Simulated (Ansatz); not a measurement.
The elements of this relaxed trial crystal are hidden behind letters.

```
lattice vectors (Å)
   6.6170    0.0000    0.0000
   0.0000    6.6170    0.0000
   0.0000    0.0000    3.7114
fractional positions
X 0.6912 0.6912 0.0000
X 0.8088 0.1912 0.5000
X 0.3088 0.3088 0.0000
X 0.1912 0.8088 0.5000
Z 0.5000 0.5000 0.5000
Z 0.0000 0.0000 0.0000
```

Theory: Ansatz 0.2.0, DFT PBE, scalar-relativistic, plane waves, PAW. Cutoff 420 eV, Γ-centred 6×6×10 mesh (6-atom cell), Gaussian smearing of 0.10 eV, no spin polarisation.

- Space group: P4_2/mnm (No. 136)
- Conventional cell: a = 6.617 Å, c = 3.711 Å
- Volume per atom: 27.08 Å³
- Density: 3.91 g/cm³
- Energy over the elements: −1.57 eV/atom
- Gap on the 6×6×10 mesh of the 6-atom cell: 0 eV (the bands overlap slightly)

Energies are uncorrected and count from the elements' standard states at the same level.

Task: X is an s-block element of period 5 and Z is a p-block element of period 2. Which elements are they?

Result: X = Sr, Z = O, so the formula is Sr2O, here in the anti-rutile type. Density times volume gives a mean mass of 3.91 × 27.08/1.6605 = 63.8 u per atom, and this set has 63.7 u. Among the elements that the hints allow, noble gases aside, only these give it. Sr has 2 O at 2.58 Å, 1 O at 2.89 Å and 11 Sr at 3.58–3.87 Å; O is surrounded by 4 Sr at 2.58 Å and 2 Sr at 2.89 Å.

The zero gap may come from the functional, which often closes small gaps, or the cell may be a true semimetal. Symmetry constrained the relaxation, so the result can be a saddle point.
